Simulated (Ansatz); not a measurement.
# SiO2: the gap against volume

SiO2, P4_12_12, a = 4.985 Å, c = 6.925 Å. This isn't the usual stable structure of the compound. Ansatz: r2SCAN, PAW, 500 eV, Γ-centred 6×6×4 mesh on 12 atoms, Gaussian smearing 0.02 eV; no spin polarisation. Shape and atoms are relaxed at each volume; x = ln(V/V0) with V0 = 14.341 Å³/atom. The gap is read at the mesh points alone.

```tsv
x	gap y (eV)
-0.1278	6.597
-0.0943	?
-0.0619	6.466
-0.0305	6.403
0.0000	6.341
0.0296	6.282
0.0583	6.225
0.0953	6.155
```

Q: Fit a straight line to the other rows, give the volume deformation potential of the gap and its pressure coefficient, and predict the missing gap. B0 = 14.8 GPa.

A: Means x = -0.005286, y = 6.3527; Σ(Δx)² = 0.03426, ΣΔxΔy = -0.06815; the slope is their ratio. y = 6.3422 − 1.9893 x. The slope is the deformation potential a = dE_g/d ln V = -1.99 eV, and dE_g/dP = −a/B0 = 134 meV/GPa. At x = -0.0943 the fit asked for gives 6.530 eV. The run gave 6.531 eV, so the fit is 0.001 eV too low, within the rms miss on the fitted rows (0.001 eV).

Semilocal functionals give gaps under the measured ones; changes of the gap mostly carry over better.